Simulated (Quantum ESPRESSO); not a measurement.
# Ti2Cu3Ta2Mo: finding a planted mistake in a log

Computed values, not a measurement. The program is pw.x of Quantum ESPRESSO 7.5 (plane-wave density functional theory). The cell is made up: eight metal atoms on a face-centred cubic lattice, with elements, volume, strain and displacements drawn at random and not relaxed, so it may be unstable or far from any real phase. PseudoDojo standard norm-conserving files set the functional (PBE unless stated); there is no spin polarisation or spin-orbit coupling, the Fermi-Dirac width of 0.25 eV means electrons at about 2900 K, and the masses in the input are unused placeholders. The copper pseudopotential is less sure than most, with forces differing by about three percent and pressure by about two GPa from a second method on plain copper. Heavy elements are run without spin-orbit coupling, which real alloys of them have. A spin test at this wide smearing found no moment, but such smearing suppresses magnetism that the real alloy may have.

Intended input:

```
&control calculation='scf', pseudo_dir='./dojo.nc.sr.pbe.v0_5.standard.upf', outdir='./o', disk_io='minimal', tprnfor=.true., tstress=.true. /
&system ibrav=0, nat=8, ntyp=4, nbnd=75, ecutwfc=92.02030273, nosym=.true., tot_charge=0,
 occupations='smearing', smearing='fd', degauss=0.0183746611
/
&electrons conv_thr=1.470e-08, electron_maxstep=70, mixing_beta=0.5 /
ATOMIC_SPECIES
Cu 1.0 Cu.upf
Mo 1.0 Mo.upf
Ta 1.0 Ta.upf
Ti 1.0 Ti.upf
CELL_PARAMETERS angstrom
0.0686 3.901 3.8502
4.0368 -0.0132 3.932
4.0335 3.9794 -0.0098
ATOMIC_POSITIONS angstrom
Ti 0.0117 -0.0599 0.1404
Cu 1.969 1.9246 -0.0527
Cu 2.071 -0.0441 1.9139
Ta 4.0162 1.9392 2.0247
Ti 0.0152 1.8814 1.9989
Cu 1.9507 4.0291 1.8378
Ta 2.0675 1.9736 3.929
Mo 4.2267 3.9518 3.8616
K_POINTS automatic
5 5 5 1 1 1
```

The log is shortened where brackets say so; the opening notice, blank lines, dates and the lines on written files are dropped, and the path of the files is cut. It prints rydbergs, bohrs and kilobars, and counts compression as positive stress. Its total energy is the free energy E - TS of the whole cell.

Log of the intended run:

```
     Program PWSCF v.7.5
     Parallel version (MPI & OpenMP), running on       4 processor cores
     Number of MPI processes:                 4
     Threads/MPI process:                     1
     [start-up lines left out]
     bravais-lattice index     =            0
     lattice parameter (alat)  =      10.3585  a.u.
     unit-cell volume          =     830.0755 (a.u.)^3
     number of atoms/cell      =            8
     number of atomic types    =            4
     number of electrons       =       121.00
     number of Kohn-Sham states=           75
     kinetic-energy cutoff     =      92.0203  Ry
     charge density cutoff     =     368.0812  Ry
     scf convergence threshold =      1.5E-08
     mixing beta               =       0.5000
     number of iterations used =            8  plain     mixing
     Exchange-correlation= PBE
                           (   1   4   3   4   0   0   0)
     [axes and pseudopotential details left out]
   Cartesian axes
     site n.     atom                  positions (alat units)
         1        Ti     tau(   1) = (   0.0021345  -0.0109277   0.0256136  )
         2        Cu     tau(   2) = (   0.3592100   0.3511100  -0.0096142  )
         3        Cu     tau(   3) = (   0.3778181  -0.0080453   0.3491580  )
         4        Ta     tau(   4) = (   0.7326863   0.3537735   0.3693715  )
         5        Ti     tau(   5) = (   0.0027730   0.3432289   0.3646647  )
         6        Cu     tau(   6) = (   0.3558715   0.7350396   0.3352748  )
         7        Ta     tau(   7) = (   0.3771796   0.3600492   0.7167781  )
         8        Mo     tau(   8) = (   0.7710883   0.7209376   0.7044822  )
     number of k points=    63  Fermi-Dirac smearing, width (Ry)=  0.0184
                       cart. coord. in units 2pi/alat
        k(    1) = (   0.0673011   0.0697039   0.0705458), wk =   0.0320000
        k(    2) = (   0.2044627   0.2058244  -0.0698145), wk =   0.0320000
     [further k points left out]
     Dense  grid:    99063 G-vectors     FFT dimensions: (  64,  72,  72)
     Estimated max dynamical RAM per process >     418.88 MB
     Estimated total dynamical RAM >       1.57 GB
     Initial potential from superposition of free atoms
     starting charge     120.9926, renormalised to     121.0000
     Starting wfcs are   80 randomized atomic wfcs
     total cpu time spent up to now is       13.0 secs
     per-process dynamical memory:   330.9 Mb
     Self-consistent Calculation
     iteration #  1     ecut=    92.02 Ry     beta= 0.50
     Davidson diagonalization with overlap
     ethr =  1.00E-02,  avg # of iterations =  2.5
     total cpu time spent up to now is       46.6 secs
     total energy              =   -1762.80885258 Ry
     estimated scf accuracy    <      20.13743679 Ry
     iteration #  2     ecut=    92.02 Ry     beta= 0.50
     Davidson diagonalization with overlap
     ethr =  1.00E-02,  avg # of iterations =  3.1
     total cpu time spent up to now is       85.0 secs
     total energy              =   -1774.67459982 Ry
     estimated scf accuracy    <      45.79982054 Ry
     [iterations 3 to 20 left out]
     iteration # 21     ecut=    92.02 Ry     beta= 0.50
     Davidson diagonalization with overlap
     ethr =  2.22E-11,  avg # of iterations =  2.5
     total cpu time spent up to now is      633.5 secs
     total energy              =   -1776.02142711 Ry
     estimated scf accuracy    <       0.00000002 Ry
     iteration # 22     ecut=    92.02 Ry     beta= 0.50
     Davidson diagonalization with overlap
     ethr =  2.05E-11,  avg # of iterations =  1.4
     total cpu time spent up to now is      658.9 secs
     End of self-consistent calculation
     [lines on levels left out]
!    total energy              =   -1776.02142711 Ry
     estimated scf accuracy    <          1.9E-09 Ry
     smearing contrib. (-TS)   =      -0.11731029 Ry
     internal energy E=F+TS    =   -1775.90411682 Ry
     The total energy is F=E-TS. E is the sum of the following terms:
     one-electron contribution =    -878.18688216 Ry
     hartree contribution      =     500.12845905 Ry
     xc contribution           =    -254.58574660 Ry
     ewald contribution        =   -1143.25994711 Ry
     convergence has been achieved in  22 iterations
     Forces acting on atoms (cartesian axes, Ry/au):
     atom    1 type  4   force =    -0.01887240    0.01103840   -0.02891392
     atom    2 type  1   force =     0.01261246   -0.00295741    0.01687711
     atom    3 type  1   force =     0.00446685    0.01498143    0.01518983
     atom    4 type  3   force =    -0.00780862    0.00550059   -0.01205208
     atom    5 type  4   force =     0.01349880    0.02143726   -0.01022834
     atom    6 type  1   force =     0.02904269   -0.04121327    0.03848442
     atom    7 type  3   force =     0.00952370    0.00288252   -0.01790001
     atom    8 type  2   force =    -0.04246348   -0.01166951   -0.00145702
     Total force =     0.098024     Total SCF correction =     0.000233
     Computing stress (Cartesian axis) and pressure
          total   stress  (Ry/bohr**3)                   (kbar)     P=       24.06
   0.00009113  -0.00019399  -0.00006779           13.41      -28.54       -9.97
  -0.00019399   0.00011575   0.00009368          -28.54       17.03       13.78
  -0.00006779   0.00009368   0.00028389           -9.97       13.78       41.76
     init_run     :     12.50s CPU     12.84s WALL (       1 calls)
     electrons    :    637.19s CPU    645.90s WALL (       1 calls)
     forces       :      2.78s CPU      2.78s WALL (       1 calls)
     stress       :      9.87s CPU      9.88s WALL (       1 calls)
     [timing details left out]
     PWSCF        :  11m 2.47s CPU  11m11.56s WALL
     JOB DONE.
```

A second run was made from an input with one planted mistake. Its log:

```
     Program PWSCF v.7.5
     Parallel version (MPI & OpenMP), running on       4 processor cores
     Number of MPI processes:                 4
     Threads/MPI process:                     1
     [start-up lines left out]
     bravais-lattice index     =            0
     lattice parameter (alat)  =      10.3585  a.u.
     unit-cell volume          =     830.0755 (a.u.)^3
     number of atoms/cell      =            8
     number of atomic types    =            4
     number of electrons       =       121.00
     number of Kohn-Sham states=           75
     kinetic-energy cutoff     =      92.0203  Ry
     charge density cutoff     =     368.0812  Ry
     scf convergence threshold =      1.5E-08
     mixing beta               =       0.5000
     number of iterations used =            8  plain     mixing
     Exchange-correlation= PBE
                           (   1   4   3   4   0   0   0)
     [axes and pseudopotential details left out]
   Cartesian axes
     site n.     atom                  positions (alat units)
         1        Ti     tau(   1) = (   0.0021345  -0.0109277   0.0256136  )
         2        Cu     tau(   2) = (   0.3592100   0.3511100  -0.0096142  )
         3        Cu     tau(   3) = (   0.3778181  -0.0080453   0.3911175  )
         4        Ta     tau(   4) = (   0.7326863   0.3537735   0.3693715  )
         5        Ti     tau(   5) = (   0.0027730   0.3432289   0.3646647  )
         6        Cu     tau(   6) = (   0.3558715   0.7350396   0.3352748  )
         7        Ta     tau(   7) = (   0.3771796   0.3600492   0.7167781  )
         8        Mo     tau(   8) = (   0.7710883   0.7209376   0.7044822  )
     number of k points=    63  Fermi-Dirac smearing, width (Ry)=  0.0184
                       cart. coord. in units 2pi/alat
        k(    1) = (   0.0673011   0.0697039   0.0705458), wk =   0.0320000
        k(    2) = (   0.2044627   0.2058244  -0.0698145), wk =   0.0320000
     [further k points left out]
     Dense  grid:    99063 G-vectors     FFT dimensions: (  64,  72,  72)
     Estimated max dynamical RAM per process >     418.88 MB
     Estimated total dynamical RAM >       1.57 GB
     Initial potential from superposition of free atoms
     starting charge     120.9926, renormalised to     121.0000
     Starting wfcs are   80 randomized atomic wfcs
     total cpu time spent up to now is       12.7 secs
     per-process dynamical memory:   330.9 Mb
     Self-consistent Calculation
     iteration #  1     ecut=    92.02 Ry     beta= 0.50
     Davidson diagonalization with overlap
     ethr =  1.00E-02,  avg # of iterations =  2.5
     total cpu time spent up to now is       46.3 secs
     total energy              =   -1762.86030695 Ry
     estimated scf accuracy    <      20.05023731 Ry
     iteration #  2     ecut=    92.02 Ry     beta= 0.50
     Davidson diagonalization with overlap
     ethr =  1.00E-02,  avg # of iterations =  3.1
     total cpu time spent up to now is       85.3 secs
     total energy              =   -1774.66003122 Ry
     estimated scf accuracy    <      45.74773860 Ry
     [iterations 3 to 20 left out]
     iteration # 21     ecut=    92.02 Ry     beta= 0.50
     Davidson diagonalization with overlap
     ethr =  2.11E-11,  avg # of iterations =  3.2
     total cpu time spent up to now is      625.1 secs
     total energy              =   -1776.01612166 Ry
     estimated scf accuracy    <       0.00000002 Ry
     iteration # 22     ecut=    92.02 Ry     beta= 0.50
     Davidson diagonalization with overlap
     ethr =  1.79E-11,  avg # of iterations =  1.6
     total cpu time spent up to now is      649.9 secs
     End of self-consistent calculation
     [lines on levels left out]
!    total energy              =   -1776.01612166 Ry
     estimated scf accuracy    <          1.5E-09 Ry
     smearing contrib. (-TS)   =      -0.11748605 Ry
     internal energy E=F+TS    =   -1775.89863562 Ry
     The total energy is F=E-TS. E is the sum of the following terms:
     one-electron contribution =    -881.54676706 Ry
     hartree contribution      =     501.80738082 Ry
     xc contribution           =    -254.59643311 Ry
     ewald contribution        =   -1141.56281627 Ry
     convergence has been achieved in  22 iterations
     Forces acting on atoms (cartesian axes, Ry/au):
     atom    1 type  4   force =    -0.00863978    0.01080610   -0.01951303
     atom    2 type  1   force =     0.01285329   -0.00555350    0.01934626
     atom    3 type  1   force =     0.01324675   -0.00829086   -0.04001974
     atom    4 type  3   force =    -0.00691687    0.00521618   -0.01144018
     atom    5 type  4   force =     0.01190637    0.02284201   -0.00920019
     atom    6 type  1   force =     0.02914759   -0.04132926    0.04197641
     atom    7 type  3   force =     0.01080062    0.02666924    0.00291790
     atom    8 type  2   force =    -0.06239798   -0.01035991    0.01593258
     Total force =     0.115556     Total SCF correction =     0.000199
     Computing stress (Cartesian axis) and pressure
          total   stress  (Ry/bohr**3)                   (kbar)     P=       27.87
   0.00013398  -0.00019643  -0.00010759           19.71      -28.90      -15.83
  -0.00019643   0.00012393   0.00008576          -28.90       18.23       12.62
  -0.00010759   0.00008576   0.00031056          -15.83       12.62       45.68
     init_run     :     11.65s CPU     11.98s WALL (       1 calls)
     electrons    :    627.86s CPU    637.26s WALL (       1 calls)
     forces       :      2.74s CPU      2.74s WALL (       1 calls)
     stress       :      9.72s CPU      9.72s WALL (       1 calls)
     [timing details left out]
     PWSCF        :  10m52.67s CPU  11m 2.42s WALL
     JOB DONE.
```

Question: the log repeats what the program read. Compare it with the intended run: what was wrong in the second input?

Answer: one coordinate of one atom is wrong. The input lines that differ:

```
- Cu 2.071 -0.0441 1.9139
+ Cu 2.071 -0.0441 2.1439
```

|  | intended run | run with the mistake |
| --- | --- | --- |
| free energy (eV) | -24164.003 | -24163.930 |
| entropy term -TS, part of it (eV) | -1.596 | -1.598 |
| pressure (GPa) | 2.41 | 2.79 |
| size of the largest force component (eV/Å) | 1.092 | 1.604 |
| largest change of a force component (eV/Å) |  | 1.419 |
| iterations | 22 | 22 |

For scale, a rerun of the intended cell at a higher cutoff and on a denser mesh moved values by no more than 0.002 eV in energy, 0.02 GPa in stress and 0.004 eV/Å in force, and a second program with other atomic files agreed on that cell to 2 % rms in force and 0.5 GPa in pressure.